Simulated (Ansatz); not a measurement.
Starting structure of a cell relaxation (symmetry kept):

```xyz
8
Lattice="5.1960 0.0000 0.0000 -2.5980 4.4998 0.0000 0.0000 0.0000 4.2400" Properties=species:S:1:pos:R:3 pbc="T T T"
Mn    0.0000    2.9999    3.1800
Mn    2.5980    1.4999    1.0600
Cu    1.3048    3.7532    1.0600
Cu    0.0000    1.4933    1.0600
Cu    1.2932    0.7466    3.1800
Cu    3.9027    0.7466    3.1800
Cu    2.5980    3.0065    3.1800
Cu   -1.3048    3.7532    1.0600
```

All numbers below come from Ansatz, DFT PBEsol, scalar-relativistic, plane waves, PAW.

Settings: cutoff 420 eV, Γ-centred mesh 12×12×8 on the computed 8-atom cell, Gaussian smearing of 0.10 eV; collinear spin from starting moments 3.88 3.88 0 0 0 0 0 0 μB.

Question: What does it relax to?

Answer: The volume falls by 0.53 Å³/atom to 11.86 Å³/atom, and the energy falls by 10.4 meV/atom. The cell ends with a moment of 7.57 μB (only this magnetic start was tried). Final structure:
```xyz
8
Lattice="5.1170 0.0000 0.0000 -2.5585 4.4314 0.0000 0.0000 0.0000 4.1852" Properties=species:S:1:pos:R:3 pbc="T T T"
Mn    0.0000    2.9543    3.1389
Mn    2.5585    1.4771    1.0463
Cu    1.2879    3.6978    1.0463
Cu    0.0000    1.4672    1.0463
Cu    1.2706    0.7336    3.1389
Cu    3.8464    0.7336    3.1389
Cu    2.5585    2.9642    3.1389
Cu   -1.2879    3.6978    1.0463
```

Only parallel moments were tried here.